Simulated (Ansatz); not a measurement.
## Does relaxation matter for the field gradients of MgS with iodine replacing S?

Start: a supercell of MgS (rock salt type, Fm-3m) built from an entry of the Crystallography Open Database (COD), with all atoms left at the host's positions.

Space group Fm-3m (No. 225); a = 15.6099 Å.

```
site  Wyckoff  site symmetry       x       y       z
 Mg1      32f            .3m  0.3333  0.8333  0.8333
 Mg2      24e           4m.m  0.5000  0.0000  0.8333
 Mg6      48h           m.m2  0.8333  0.1667  0.0000
Mg27       4a           m-3m  0.0000  0.5000  0.5000
   I       4b           m-3m  0.5000  0.0000  0.0000
 S29      48i           m.m2  0.6667  0.1667  0.0000
 S32      32f            .3m  0.8333  0.1667  0.1667
 S42      24e           4m.m  0.0000  0.5000  0.3333
```

One atom of each set is listed; the run and its k-mesh use a cell of 54 atoms with edges of 11.04, 11.04, 11.04 Å.

All values are calculated (Ansatz; DFT, PBE, plane waves and PAW, scalar-relativistic, 420 eV cutoff, Γ-centred 2×2×2 k-points, Fermi–Dirac smearing 0.01 eV, cell charge +1), not measured.

The largest force at the start is 2.4 eV/Å. Relaxing the ions at fixed cell moves them by 0.241 Å at most (atom 5, Mg) and 0.084 Å rms.

```json
{"site": "Mg2", "moved (Å)": "0.241", "first shell before": "5 S at 2.60 Å, 1 I at 2.60 Å", "first shell after": "5 S at 2.42–2.61 Å, 1 I at 2.84 Å", "V_zz before (10²¹ V/m²)": "0.45", "η before": "0.00"}
{"site": "Mg6", "moved (Å)": "0.020", "first shell before": "6 S at 2.60 Å", "first shell after": "6 S at 2.60–2.62 Å", "V_zz before (10²¹ V/m²)": "-0.087", "η before": "0.51"}
{"site": "I", "moved (Å)": "0.000", "first shell before": "6 Mg at 2.60 Å", "first shell after": "6 Mg at 2.84 Å", "V_zz before (10²¹ V/m²)": "0.00", "η before": "–"}
{"site": "S29", "moved (Å)": "0.011", "first shell before": "6 Mg at 2.60 Å", "first shell after": "6 Mg at 2.60–2.61 Å", "V_zz before (10²¹ V/m²)": "1.49", "η before": "0.02"}
{"site": "S32", "moved (Å)": "0.007", "first shell before": "6 Mg at 2.60 Å", "first shell after": "6 Mg at 2.60 Å", "V_zz before (10²¹ V/m²)": "-0.38", "η before": "0.00"}
{"site": "S42", "moved (Å)": "0.063", "first shell before": "6 Mg at 2.60 Å", "first shell after": "6 Mg at 2.42–2.62 Å", "V_zz before (10²¹ V/m²)": "0.14", "η before": "0.00"}
```

Problem. How do the gradients change?

Solution. 

| site | V_zz after | η after | change of V_zz |
| --- | --- | --- | --- |
| Mg2 | -0.13 | 0.00 | -0.58 |
| Mg6 | -0.12 | 0.74 | -0.04 |
| I | 0.00 | – | 0.00 |
| S29 | 1.09 | 0.20 | – |
| S32 | -0.11 | 0.00 | +0.27 |
| S42 | -0.32 | 0.00 | -0.46 |

The largest change of V_zz along a kept axis is on Mg2, from 0.45 to -0.13. The whole tensor moves most on S29, by 2.14 along its most changed direction. V_zz changes sign on Mg2 (same axis), S42 (same axis). On S29 the largest principal value lies along another axis in the second run, so the two V_zz can't be compared directly. Other sites with |V_zz| of 0.02 or less aren't listed.

The defect repeats with the cell of 54 atoms, so it feels its images: sites between two images don't show the values beside a lone defect, and zeros or small values of η there can come from the images' arrangement. A uniform background compensates the cell's charge. Without spin–orbit coupling the gradients at and beside I can be off by some per cent, at some sites by more.
Before: The neighbours have not yet relaxed around the defect (largest force 2.4 eV/Å), so a real crystal will differ.
After: The relaxation keeps the site symmetry m-3m of the start, so the impurity can't leave its site; a start off the site could end lower.
